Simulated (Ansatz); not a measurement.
A geometry of Cu away from equilibrium: the start of the relaxation of a relaxed Cu cell shaken by Gaussian noise of σ = 0.08 Å a coordinate. The numbers are results of r2SCAN (plane waves to 500 eV, PAW, scalar-relativistic; Ansatz, a first-principles code), not measurements. Γ-centred k-mesh 7×7×7 on the run's cell (coarser than for final values), Fermi–Dirac smearing 0.05 eV.

```xyz
8
Lattice="4.5474 0.0000 0.0000 0.0000 4.5474 0.0000 0.0000 0.0000 4.5474" Properties=species:S:1:pos:R:3:forces:R:3 pbc="T T T" free_energy=-53048.231 pressure_GPa=5.4
Cu     1.1382    -0.0602     2.1638    2.5418   -0.0885   -0.0308
Cu     3.5956     0.0278     2.3311   -3.0696   -0.0430   -0.7331
Cu     0.0797     2.2638     1.0671    0.3053   -0.0550    3.6740
Cu    -0.1139     2.2760     3.5814    0.1937   -0.2058   -3.9661
Cu     2.1921     1.1060     0.1375    0.0936   -0.4194   -0.7398
Cu     2.3617     3.3603     0.0182   -0.4709    0.3489   -0.3111
Cu    -0.0602    -0.0272    -0.1240    0.7705    0.2640    1.2074
Cu     2.3741     2.2397     2.2034   -0.3644    0.1988    0.8995
```

Positions in Å, forces in eV/Å, free energy of the cell in eV (comparable only within this code, potentials and settings). Largest force: 3.98 eV/Å, on Cu4 (atoms numbered as listed); the geometry lies 0.12 eV/atom above the end of its relaxation.

No spin polarisation in the result.

The end of the path is a generated cell of Cu: the first start was made by placing the elements on the sites of a structure type, and the end was not matched to a known phase here, so it may be hypothetical. Known forms of Cu include space group No. 225.
